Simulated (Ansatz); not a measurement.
**Question.** TiSi$_{2}$ in space group Cmcm (No. 63; Si on 4c, Si on 4c, Ti on 4c) is relaxed with DFT-r²SCAN in the program Ansatz with PAW potentials. What lattice parameters of the conventional cell result?

**Answer.** a = 3.527 Å, b = 13.514 Å, c = 3.565 Å.

**Question.** Give the free coordinates with the occupied sites.

**Answer.** In one choice of origin and axes:

| atom | site | symmetry | x | y | z |
|---|---|---|---|---|---|
| Si | 4c | m2m | 0.0000 | 0.0584 | 0.7500 |
| Si | 4c | m2m | 0.0000 | 0.2502 | 0.2500 |
| Ti | 4c | m2m | 0.0000 | 0.6032 | 0.2500 |

**Question.** Is it a metal or does it have a gap at this level?

**Answer.** No gap at this level.

Symmetry was held in the r²SCAN relaxation. No spin polarisation was allowed.

Potentials: the later of the program's two PAW sets.
